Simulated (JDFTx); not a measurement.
System: Ru(1 0 -1 0) (P6_3/mmc bulk; lattice of mp-33, not re-optimised at this level), 1x1 cell of 6 atoms in 6 planes, area 11.56 Å² a face, 5.3 Å between the outermost planes in a cell 21.5 Å high; k mesh 8×6×1, Fermi width 0.01 Ha, no spin polarisation.

Profiles through the double layer of this slab, charged, in linear PCM (GLSSA13), water, 1 M NaF; PBE, GBRV ultrasoft potentials, plane waves to 20/100 Ha, JDFTx (a modified build). z is the height above the outermost atoms, φ the plane-averaged electrostatic potential energy of an electron (zero in the bulk liquid), ρ_b the bound charge of solvent and ions, s the cavity shape function (0 in the solid, 1 in the liquid).

```
z (Å)  n (e/Å³)     s  φ (eV)  ρ_b (10⁻³ e/Å³)
-----  --------  ----  ------  ---------------
0.92     0.1675  0.00  -1.937             0.00
1.37     0.0500  0.00  -0.256             0.59
1.82     0.0177  0.00   0.148             6.18
2.26     0.0065  0.08   0.089             7.69
2.71     0.0024  0.53   0.061             3.22
3.16     0.0009  0.95   0.052             1.09
3.61     0.0003  1.00   0.045             0.41
4.05     0.0001  1.00   0.039             0.17
4.50     0.0000  1.00   0.033             0.07
4.95     0.0000  1.00   0.029             0.04
5.40     0.0000  1.00   0.025             0.02
5.85     0.0000  1.00   0.021             0.02
6.29     0.0000  1.00   0.019             0.01
6.74     0.0000  1.00   0.016             0.01
7.19     0.0000  1.00   0.014             0.01
7.64     0.0000  1.00   0.012             0.01
```

### Question
Is the electrode positively or negatively charged, and roughly by how much?

### Answer
Negatively: σ = -14.0 μC/cm² per face. The liquid's bound charge is of the opposite sign overall, and far from the surface φ decays with the screening length (3.0 Å).
